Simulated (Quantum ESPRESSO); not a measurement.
# W3Mo2AuMgAg: different elements on one site, starting from this cell

Computed values, not a measurement. The program is pw.x of Quantum ESPRESSO 7.5 (plane-wave density functional theory). The cell is made up: eight metal atoms on a hexagonal close-packed lattice, with elements, volume, strain and displacements drawn at random and not relaxed, so it may be unstable or far from any real phase. PseudoDojo standard norm-conserving files set the functional (PBE unless stated); there is no spin polarisation or spin-orbit coupling, the Fermi-Dirac width of 0.25 eV means electrons at about 2900 K, and the masses in the input are unused placeholders. Heavy elements are run without spin-orbit coupling, which real alloys of them have. A spin test at this wide smearing found no moment, but such smearing suppresses magnetism that the real alloy may have.

The runs put different elements on site 7. Cell, positions, cutoff, mesh and smearing stay as in the input of run 1; sites are counted in its order. Stress in the tables is positive in tension.

Input of run 1:

```
&control calculation='scf', pseudo_dir='./dojo.nc.sr.pbe.v0_5.standard.upf', outdir='./o', disk_io='medium', tprnfor=.true., tstress=.true. /
&system ibrav=0, nat=8, ntyp=5, nbnd=75, ecutwfc=84.00895049, nosym=.true., tot_charge=0,
 occupations='smearing', smearing='fd', degauss=0.0183746611
/
&electrons conv_thr=1.470e-08, electron_maxstep=70, mixing_beta=0.5 /
ATOMIC_SPECIES
Ag 1.0 Ag.upf
Au 1.0 Au.upf
Mg 1.0 Mg.upf
Mo 1.0 Mo.upf
W 1.0 W.upf
CELL_PARAMETERS angstrom
4.1654 -2.4501 0.0502
-2.8132 0.033 -4.7137
2.8089 4.9556 -0.032
ATOMIC_POSITIONS angstrom
W -0.0102 -0.0588 -0.0036
Mo 1.3817 2.4567 -0.0017
Mo 0.0137 1.6875 -2.3742
Au 1.3897 4.1289 -2.3871
W 2.7698 0.0483 0.0145
W 4.1853 2.5043 -0.0124
Mg 1.3723 -0.8028 -2.3118
Ag 2.7311 1.7356 -2.3549
K_POINTS automatic
6 5 4 1 1 1
```

| run | elements on sites 1 to 8 | -TS (eV) | pressure (GPa) | stress xx (GPa) | stress yy (GPa) | stress zz (GPa) | stress yz (GPa) | stress xz (GPa) | stress xy (GPa) | iterations |
| --- | --- | --- | --- | --- | --- | --- | --- | --- | --- | --- |
| 1 | W Mo Mo Au W W Mg Ag | -1.384 | 4.96 | -4.83 | -3.63 | -6.43 | -1.24 | 0.62 | -1.08 | 17 |
| 2 | W Mo Mo Au W W In Ag | -1.293 | 10.45 | -11.87 | -10.06 | -9.43 | -1.44 | 0.68 | -1.18 | 17 |
| 3 | W Mo Mo Au W W Ti Ag | -1.630 | 4.17 | -4.58 | -3.19 | -4.73 | -0.81 | 0.10 | -1.34 | 18 |
| 4 | W Mo Mo Au W W Hf Ag | -1.541 | 12.53 | -13.00 | -11.05 | -13.54 | -0.68 | 0.09 | -1.15 | 17 |
| 5 | W Mo Mo Au W W V Ag | -1.703 | -0.15 | -0.93 | 0.57 | 0.81 | -0.94 | 0.16 | -1.25 | 18 |

Forces Fx Fy Fz (eV/Å):

| site | run 1 | run 2 | run 3 | run 4 | run 5 |
| --- | --- | --- | --- | --- | --- |
| 1 | 0.06 0.72 -0.36 | -0.13 0.59 -0.25 | 0.32 0.77 -0.46 | 0.04 0.68 -0.40 | 0.47 0.84 -0.42 |
| 2 | -0.52 -0.07 -0.28 | -0.39 0.18 -0.28 | -0.38 -0.17 -0.28 | -0.09 -0.04 -0.75 | -0.50 -0.21 0.04 |
| 3 | -0.48 -0.26 -0.08 | -0.32 -0.11 -0.04 | -0.64 -0.45 0.04 | -0.31 0.05 0.00 | -0.84 -0.77 0.12 |
| 4 | 0.17 0.51 0.03 | -0.16 0.03 0.07 | 0.02 0.58 -0.03 | -0.27 0.21 -0.02 | 0.10 0.73 -0.06 |
| 5 | 0.20 0.03 0.22 | 0.37 0.20 0.21 | -0.05 -0.05 0.22 | -0.07 0.27 0.32 | -0.03 -0.23 0.14 |
| 6 | 0.03 -0.22 0.65 | -0.08 -0.53 0.75 | -0.05 -0.10 0.53 | -0.07 -0.43 1.09 | -0.07 0.06 0.11 |
| 7 | -0.10 -0.13 -0.29 | 0.07 0.15 -0.57 | 0.21 0.07 -0.15 | 0.26 -0.01 -0.37 | 0.30 0.23 -0.07 |
| 8 | 0.63 -0.58 0.11 | 0.64 -0.51 0.11 | 0.56 -0.66 0.13 | 0.51 -0.73 0.13 | 0.57 -0.65 0.14 |

Energies are left out, as each element's file has its own zero. A rerun of one cell of this series at a higher cutoff and on a denser mesh moved values by no more than 0.007 eV in energy, 0.09 GPa in stress and 0.008 eV/Å in force, and a second program with other atomic files agreed on that cell to 2 % rms in force and 0.5 GPa in pressure.